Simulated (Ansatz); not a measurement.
## Run record: elastic constants by finite strains of CdAg (Pm-3m)

Computed with PBEsol, all-electron LAPW in Ansatz 0.2.0, scalar-relativistic; not a measurement.

Cell and atoms were relaxed beforehand by PAW with this functional.

Command line:

```sh
ansatz run input.yaml --threads 1 --pin off --max-ram 2560MiB --backend cpu --events-out ev --progress --plain --runs-dir out
```

Input file:

```yaml
crystal:
  lattice:
    - [3.30972736792, 0.0, 0.0]
    - [0.0, 3.30972736792, 0.0]
    - [0.0, 0.0, 3.30972736792]
  atoms:
    - { symbol: Cd, position: [0.5, 0.5, 0.5] }
    - { symbol: Ag, position: [0.0, 0.0, 0.0] }
kpoints:
  mp_grid: { grid: [12, 12, 12] }
scf:
  occupations: { method: fermi_dirac, width: 0.1 }
hamiltonian:
  xc: pbesol
  pseudopotentials: { kind: all_electron, lapw: { basis_error: 0.001 } }
elastic:
  mode: relaxed_ion
  stencil: two_point
  amplitude: 0.008
```

The program printed:

```
Warning: RAYON_NUM_THREADS=1 ignored (pool sized by the plan → 1); use --threads N
LAPW: plane waves up to 8.306 Å⁻¹, error target 1.0e-3 eV per atom; small_component_spin mean_spin; Ag in spheres of 1.389 Å, 19 of its electrons in bands, Dirac shells []; Cd in spheres of 1.391 Å, 20 of its electrons in bands, ...
Engine: ansatz 0.2.0, x86_64-unknown-linux-gnu
Pseudopotentials: kind: all_electron
Pseudopotential: Cd, LAPW, valence charge 20, lapw/all_electron/scalar/gaussian/Cd, Koelling and Harmon's equation, gaussian nucleus
Pseudopotential: Ag, LAPW, valence charge 19, lapw/all_electron/scalar/gaussian/Ag, Koelling and Harmon's equation, gaussian nucleus
Functional definition: PBEsol
  exchange = pbesol_x
  correlation = pbesol_c
Crystal: 2 atoms, lattice volume = 36.256 Å³
Basis set: ecut = 262.82668049202795 eV, 365 PW (Γ), exchange–correlation at level 2
Bands: 24, of which v1, the nominal top of the filled ones, is band 20 counted from 1 (19 counted from 0)
Symmetry: 48 space group operations
Space group: Pm-3m (ITA 221), of the structure as read, at distance tolerance 3.3e-5 Å
k-points: 84 of 1728
Non-local potential: Cd, projectors of the file, none
Non-local potential: Ag, projectors of the file, none
Initial density: superposition of atomic densities (chi_scale 0.1, normalization cell, long waves kept (reshape's long-wave potential 0.00 eV rms))
Initial wavefunctions: plane waves of lowest kinetic energy (no species holds an atomic orbital)
Functional: x = pbesol(κ = 0.804, μ = 0.12345679012345678), c = pbesol(β = 0.046)
iter 1 solved again at ethr=4.00e-4 eV; its pass at ethr=1.00e-1 eV (dr2=1.56e-1 eV) is discarded
SCF iter   1: F=—  HF=-296753.633514 eV  |F-HF|=—  |Δ(HF+E_count)|=         —  Δρ=2.41e-2  dr2=1.57e-1  ethr=4.00e-4  ⟨swp⟩=2.7  Hψ=14252  notcnv=0
preconditioner: auto → Kerker (q_TF=auto, 2.762 Å⁻¹)  [metal: Δε(μ)=0.017 eV  Ē_g=12.541 eV  σ=0.100 eV  W_gap=0.04  n_scr=18 (ndim 8)  ℏωp=29.6 eV  f_vac=0.000  D(μ)=0.60/eV (n_scr^D=0)]
SCF iter   2: F=—  HF=-296753.337558 eV  |F-HF|=—  |Δ(HF+E_count)|=   2.96e-1  Δρ=9.90e-3  dr2=5.76e-2  ethr=4.00e-4  ⟨swp⟩=3.0  Hψ=6427  notcnv=0
SCF iter   3: F=—  HF=-296753.249817 eV  |F-HF|=—  |Δ(HF+E_count)|=   8.77e-2  Δρ=8.73e-3  dr2=2.91e-2  ethr=1.48e-4  ⟨swp⟩=2.3  Hψ=5750  notcnv=0
SCF iter   4: F=—  HF=-296753.244622 eV  |F-HF|=—  |Δ(HF+E_count)|=   5.20e-3  Δρ=4.67e-3  dr2=1.11e-2  ethr=7.47e-5  ⟨swp⟩=2.0  Hψ=5666  notcnv=0
SCF iter   5: F=—  HF=-296753.242105 eV  |F-HF|=—  |Δ(HF+E_count)|=   2.52e-3  Δρ=2.22e-3  dr2=2.61e-3  ethr=2.86e-5  ⟨swp⟩=2.0  Hψ=5665  notcnv=0
iter 6 solved again at ethr=3.66e-7 eV; its pass at ethr=6.70e-6 eV (dr2=1.43e-4 eV) is discarded
SCF iter   6: F=—  HF=-296753.242312 eV  |F-HF|=—  |Δ(HF+E_count)|=   2.08e-4  Δρ=5.31e-4  dr2=1.42e-4  ethr=3.66e-7  ⟨swp⟩=2.0  Hψ=9749  notcnv=0
SCF iter   7: F=—  HF=-296753.242298 eV  |F-HF|=—  |Δ(HF+E_count)|=   1.38e-5  Δρ=2.00e-4  dr2=1.91e-5  ethr=3.65e-7  ⟨swp⟩=2.0  Hψ=5665  notcnv=0
SCF iter   8: F=—  HF=-296753.242297 eV  |F-HF|=—  |Δ(HF+E_count)|=   1.02e-6  Δρ=4.60e-5  dr2=1.44e-6  ethr=4.89e-8  ⟨swp⟩=2.0  Hψ=5665  notcnv=0
[... 73 lines left out ...]
SCF iter   6: F=—  HF=-296753.241910 eV  |F-HF|=—  |Δ(HF+E_count)|=  4.07e-10  Δρ=1.10e-6  dr2=1.73e-10  ethr=2.20e-12  ⟨swp⟩=2.0  Hψ=20326  notcnv=0
SCF iter   7: F=—  HF=-296753.241910 eV  |F-HF|=—  |Δ(HF+E_count)|=  2.33e-10  Δρ=6.91e-7  dr2=6.86e-11  ethr=1.27e-12 (applied; sched 1.00e-12)  ⟨swp⟩=2.0  Hψ=20325  notcnv=0
SCF iter   8: F=—  HF=-296753.241910 eV  |F-HF|=—  |Δ(HF+E_count)|=    0.00e0  Δρ=1.80e-7  dr2=5.43e-12  ethr=1.27e-12 (applied; sched 1.00e-12)  ⟨swp⟩=2.0  Hψ=20325  notcnv=0
SCF iter   9: F=—  HF=-296753.241910 eV  |F-HF|=—  |Δ(HF+E_count)|=  2.33e-10  Δρ=2.69e-8  dr2=2.04e-13  ethr=1.27e-12 (applied; sched 1.00e-12)  ⟨swp⟩=2.0  Hψ=20325  notcnv=0
SCF iter  10: F=-296753.241910 eV  HF=-296753.241910 eV  |F-HF|=5.82e-11  |Δ(HF+E_count)|=  5.82e-11  Δρ=5.74e-9  dr2=1.90e-14  ethr=1.27e-12 (applied; sched 1.00e-12)  ⟨swp⟩=2.0  Hψ=20325  notcnv=0
SCF 5 converged in 10 iterations: F = -296753.241910 eV  dr2 = 1.90e-14
SCF converged after 15 iterations
Free energy (F): -296753.242297 eV
Harris-Foulkes:  -296753.242297 eV  (|F-HF|=5.82e-11)
Internal energy: -296753.224422 eV  (E = F + TS)
E sigma→0 (E₀):  -296753.233360 eV
Entropy (-TS):   -0.017876 eV (-8.938 meV/atom)
Fermi energy:    18.370282 eV
--- Per-component energies (eV) ---
  E_band       = -540.776659
  E_kinetic    = 310554.395982
  E_xc         = -8136.031007
  E_electrostatic = -599171.589396  (all electrons and nuclei)
  E_smearing   = -0.017876  (= −TS)
  E_closure    = 0.000000  (closes the sum)
  Σ components = -296753.242297   (vs F -296753.242297, Δ=0.00e0)
  Basis errors (estimates in eV, not in F): energy 2.7e-4 per atom: plane waves 2.6e-4 (1.4e-4 summed), levels above the bands 6.0e-22, relativity 2.1e-8, radial functions 1.8e-5, core shells 1.4e-6; eigenvalues (radial functions ...
--- Forces (eV/Å), atoms counted from 1 ---
  atom   1  Cd     0.00000000     0.00000000     0.00000000
  atom   2  Ag    -0.00000000    -0.00000000     0.00000000
  max |Σ_I F_I| component: 7.89e-31 eV/Å
--- Stress (GPa, compression-positive) ---
       -0.011073       0.000000       0.000000
        0.000000      -0.011073       0.000000
        0.000000       0.000000      -0.011073
  P = ⅓ Tr σ = -0.0111 GPa (-0.111 kbar)
--- Elastic constants: 2 strain directions × 2 members + reference (group order 48) ---
  dense FFT box of the reference and of every strained cell: 18×18×18
  strains applied: 11, 23; error gains: componentwise 1.00 (the most a stress slope's error grows in a printed constant), spectral 1.73 (1 for all six strains in a standard setting)
  C = ∂σ_k/∂η_j (tension-positive GPa; Voigt order 11 22 33 23 13 12):
       104.097     92.470     92.470     -0.000     -0.000     -0.000
        92.470    104.097     92.470     -0.000     -0.000     -0.000
        92.470     92.470    104.097     -0.000     -0.000     -0.000
        -0.000     -0.000     -0.000     53.544      0.000      0.000
         0.000      0.000     -0.000     -0.000     53.544      0.000
         0.000     -0.000      0.000      0.000      0.000     53.544
  reference stress σ⁰ (GPa):      0.011      0.011      0.011      0.000      0.000      0.000
  no Pulay correction (none for the plane-wave cutoff is built on LAPW): the batch's stresses and constants are at fixed plane waves
  C* (energy form; C + prestress term) asymmetry max|C*_kj − C*_jk| = 4.263e-14 GPa — a small one proves nothing (zero by symmetry where the batch's group is 432, −43m or m−3m); a large one is finite-difference/SCF noise where ...
  moduli (Voigt/Reuss/Hill, GPa): K = 96.35/96.35/96.35   G = 34.45/12.50/23.47   E = 65.13   ν = 0.387
  mechanically stable: yes (min eigenvalue of sym C = 11.63 GPa)
  where every solve meets its electron count the energy-path curvature estimates C_jj along a normal strain and C_jj − ¼(σ⁰_aa + σ⁰_bb) along a shear (ab), closely only under elastic.basis: deformed
  strain η (Voigt 11):  stress-route row diagonal C_11 = 104.10 GPa, energy-path curvature d²(F+E_count)/dδ²/Ω₀ = 104.22 GPa
         δ    σ_11 (GPa)             F (eV)   n_scf  n_hpsi   n_pw
    -8.000e-3      -0.8489     -296753.2415459      12  201092    365   relax 0 steps, max|allowed force component| 2.96e-30 eV/Å
     8.000e-3       0.8167     -296753.2415395      12  200868    365   relax 0 steps, max|allowed force component| 7.89e-31 eV/Å
  strain η (Voigt 23):  stress-route row diagonal C_44 = 53.54 GPa, energy-path curvature d²(F+E_count)/dδ²/Ω₀ = 53.48 GPa
         δ    σ_23 (GPa)             F (eV)   n_scf  n_hpsi   n_pw
    -8.000e-3      -0.4284     -296753.2419101      10  269890    365   relax 0 steps, max|allowed force component| 1.58e-30 eV/Å
     8.000e-3       0.4284     -296753.2419101      10  270004    365   relax 0 steps, max|allowed force component| 3.94e-31 eV/Å
```

The run converged.

### Elastic moduli

Elastic constants of a crystal by Kohn-Sham DFT: slopes of the stress over finite engineering strains of the given cell, Voigt indices, Cartesian axes as in the input; Hill averages of a grain aggregate, Debye temperature from the mean sound speed over directions.

* Bulk modulus: 96.35 GPa
* Shear modulus: 23.47 GPa
* Young modulus: 65.13 GPa
* Poisson ratio: 0.3873
* Bulk over shear modulus: 4.104
* Elastic anisotropy index: 8.783
* Least young modulus: 17.1 GPa
* Largest young modulus: 135.5 GPa
* Longitudinal sound speed: 3557 m/s
* Transverse sound speed: 1525 m/s
* Elastic debye temperature: 181.3 K
* Linear compressibility (x, y, z): 3.46, 3.46, 3.46 1/TPa
* Zener ratio: 9.21
* Cauchy pressure: 38.93 GPa

Elastic constants:

| Property | Result |
| --- | --- |
| Pressure at rest | -0.011 GPa |
| Least elastic eigenvalue | 11.63 GPa |
| Elastically stable | yes |

```tsv
index	elastic (GPa)
11	104.1
12	92.47
44	53.54
```

**Strained cells**

Stress of each strained cell less that at rest, tension positive.

```csv
strain component,strain,stress xx (GPa),stress yy (GPa),stress zz (GPa),stress yz (GPa),stress xz (GPa),stress xy (GPa),relaxation steps
xx,-0.008,-0.86,-0.7572,-0.7572,0,0,0,0
xx,0.008,0.8056,0.7223,0.7223,0,0,0,0
yz,-0.008,-0.0099,-0.0052,-0.0052,-0.4284,0,0,0
yz,0.008,-0.0099,-0.0052,-0.0052,0.4284,0,0,0
```

Known limits: responses of metals move with mesh and smearing; the softest shear constant rests on one k mesh, and a soft shear can herald a distortion on cooling.

Time and hardware: 5.4 min on 1 thread of Intel(R) Xeon(R) Platinum 8259CL CPU @ 2.50GHz (Skylake/Cascade Lake), on a shared host, peak memory 1.1 GiB.
